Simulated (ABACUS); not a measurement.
Input and output of a self-consistent single point for GeTe(PbSe)2 (P3m1, 6 atoms in the cell; from Materials Project mp-1224368, changed as shown) (ABACUS).

Level of theory: PBEsol, PseudoDojo 0.4 standard norm-conserving PBEsol (tails mended) pseudopotentials (plane waves; ABACUS 3.10.1).

The change in words: volume scaled by 0.96. Reference geometry (P3m1):
```
CELL_PARAMETERS angstrom
      4.40219     0.00000     0.00000
     -2.20109     3.81241     0.00000
      0.00000     0.00000    11.03868
ATOMIC_POSITIONS crystal
  Ge 0.00000 0.00000 0.00620
  Te 0.66667 0.33333 0.86465
  Pb 0.66667 0.33333 0.31332
  Pb 0.33333 0.66667 0.65422
  Se 0.33333 0.66667 0.16037
  Se 0.00000 0.00000 0.50123
```

Reference input (self-consistent single point, DFT, PBEsol, plane waves, PseudoDojo 0.4 standard norm-conserving PBEsol (tails mended) pseudopotentials): KPT = MP 5 5 1 0 0 0; basis_type = pw; dft_functional = PBESOL; ecutwfc = 86 Ry; smearing_method = gaussian; smearing_sigma = 0.00367493 Ry; potentials = PseudoDojo 0.4 standard norm-conserving PBEsol (tails mended); symmetry = 1; symmetry_prec = 1e-05; ks_solver = dav; scf_nmax = 100; scf_thr = 1.0e-09 Ry. This run's input differs from it in these lines:

```diff
@@ -31,5 +31,5 @@
 LATTICE_VECTORS
-   4.4021880000    0.0000000000    0.0000000000
-  -2.2010940000    3.8124070000    0.0000000000
-   0.0000000000    0.0000000000   11.0386810000
+   4.3426920000    0.0000000000    0.0000000000
+  -2.1713460000    3.7608820000    0.0000000000
+   0.0000000000    0.0000000000   10.8894930000
 
@@ -41,3 +41,3 @@
 1
-   0.0000000000    0.0000000000    0.1293325200
+   0.0000000000    0.0000000000    0.1275845883
 
@@ -46,3 +46,3 @@
 1
-   4.1594689940    2.4014659671   18.0366715157
+   4.1032533651    2.3690099533   17.7929055304
 
@@ -51,4 +51,4 @@
 2
-   4.1594689940    2.4014659671    6.5358814772
-  -0.0000041595    4.8029391385   13.6470840675
+   4.1032533651    2.3690099533    6.4475489051
+  -0.0000041032    4.7380270137   13.4626434466
 
@@ -57,4 +57,4 @@
 2
-  -0.0000041595    4.8029391385    3.3453316498
-   0.0000000000    0.0000000000   10.4556998367
+  -0.0000041032    4.7380270137    3.3001194239
+   0.0000000000    0.0000000000   10.3143908391
 # file: KPT
```

Log, with long lists cut:

```
 SELF-CONSISTENT
 -------------------------------------------
                                 init_chg = atomic

 PW ALGORITHM --------------- ION=   1  ELEC=   1--------------------------------

 Notice: Threshold on eigenvalues was too large.

 Density error is 0.155423350795
                          Error Threshold = 0.000176561157377
 E_KohnSham     -1151.2743334956     -15663.8908966929
 E_Fermi        0.6571138394         8.9404924509

 PW ALGORITHM --------------- ION=   1  ELEC=   2--------------------------------

 Density error is 0.039087599621
                          Error Threshold = 0.000172692611995
   [... lines left out ...]

 Density error is 2.24349640159e-09
                          Error Threshold = 2.56825479269e-11
 E_KohnSham     -1151.3196041323     -15664.5068353033
 E_Fermi        0.6555805058         8.9196303769

 PW ALGORITHM --------------- ION=   1  ELEC=  10--------------------------------

 Density error is 5.14560267993e-10
                          Error Threshold = 2.49277377954e-12
 E_KohnSham     -1151.3196041328     -15664.5068353108
 E_KS(sigma->0) -1151.3196041328     -15664.5068353108
 E_entropy(-TS) -0.0000000000        -0.0000000000
 E_Fermi        0.6555823228         8.9196550986
 charge density convergence is achieved
 final etot is -15664.506835 eV
 EFERMI = 8.9196550986 eV

 STATE ENERGY(eV) AND OCCUPATIONS    NSPIN == 1
   [... 52 lines left out ...]

 TOTAL-FORCE (eV/Angstrom)
                       Ge1         0.0000000000         0.0000000000        -0.1014358070
                       Te1         0.0000000000         0.0000000000         0.0175174920
                       Pb1         0.0000000000         0.0000000000        -0.0940099278
                       Pb2         0.0000000000         0.0000000000        -0.0966363427
                       Se1         0.0000000000         0.0000000000         0.1629101019
                       Se2         0.0000000000         0.0000000000         0.1116544837

 TOTAL-STRESS (KBAR)
       -31.5256874388         0.0000000000         0.0000000000
         0.0000000000       -31.5256806122        -0.0000000000
         0.0000000000        -0.0000000000       -33.8142939943
 TOTAL-PRESSURE: -32.288554 KBAR

 --------------------------------------------
 !FINAL_ETOT_IS -15664.5068353107926669 eV
 --------------------------------------------
```

The run converged in 10 iterations. Against the reference run the free energy drops by 30.6 meV/atom, the pressure goes from -4.66 to -3.23 GPa and the largest force goes from 0.231 to 0.163 eV/Å.

Spin-orbit coupling is left out, which matters for bands and gaps with elements this heavy. The structure comes from a collection of computed structures, made at another level of theory; the collection holds predicted forms beside known ones. Its lattice was then scaled.

Cost on one core: around 120 core-seconds (rough).

“Tails mended”: in these copies of the files the far tail of each local potential was reset to the Coulomb form.
